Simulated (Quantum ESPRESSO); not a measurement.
# Kohn-Sham bands of MgSe (wurtzite)

```xyz
4
Lattice="4.2215 0.0000 0.0000 -2.1107 3.6559 0.0000 0.0000 0.0000 6.8167" Properties=species:S:1:pos:R:3 pbc="T T T"
Mg    -2.1107     1.2186     3.3968
Mg     2.1107    -1.2186    -0.0115
Se    -2.1107     1.2186    -0.8406
Se     2.1107    -1.2186     2.5678
```

Structure: Materials Project mp-1018040, symmetrised, not relaxed again. Not found in the COD (Crystallography Open Database) copy used, which has the formula in other groups; not checked further. Level: LDA, no spin polarisation, no spin-orbit coupling; pw.x of Quantum ESPRESSO at 69 Ry with PseudoDojo potentials, 12×12×4 k-points, Wannier90. Density: 12×12×6 mesh, cold smearing 0.01 Ry. Spin-orbit coupling, left out, would split the p-like bands by a few tenths of an eV.

### Question
List the Kohn-Sham levels between −8 and 5.4 eV relative to the valence-band maximum at the high-symmetry points, as a band run of pw.x on that density gives them (levels within 2 meV counted together).

### Answer
```json
[
 {"point": "Γ", "k (reciprocal lattice)": "0.000 0.000 0.000", "levels (eV)": "-3.30, -0.50 (×2), -0.06 (×2), 0.00, 2.39, 3.72"},
 {"point": "M", "k (reciprocal lattice)": "0.500 0.000 0.000", "levels (eV)": "-3.09, -2.57, -1.95, -1.22, -0.97, -0.43, 4.01, 4.51, 4.99"},
 {"point": "K", "k (reciprocal lattice)": "0.333 0.333 0.000", "levels (eV)": "-2.46, -2.44 (×2), -1.39 (×2), -1.37, 4.23"},
 {"point": "A", "k (reciprocal lattice)": "0.000 0.000 0.500", "levels (eV)": "-2.06 (×2), -0.29 (×4), 3.96 (×2)"},
 {"point": "L", "k (reciprocal lattice)": "0.500 0.000 0.500", "levels (eV)": "-3.19 (×2), -0.87 (×2), -0.85 (×2), 3.87 (×2)"},
 {"point": "H", "k (reciprocal lattice)": "0.333 0.333 0.500", "levels (eV)": "-2.90 (×2), -2.00 (×2), -0.57 (×2), 4.87 (×2)"}
]
```
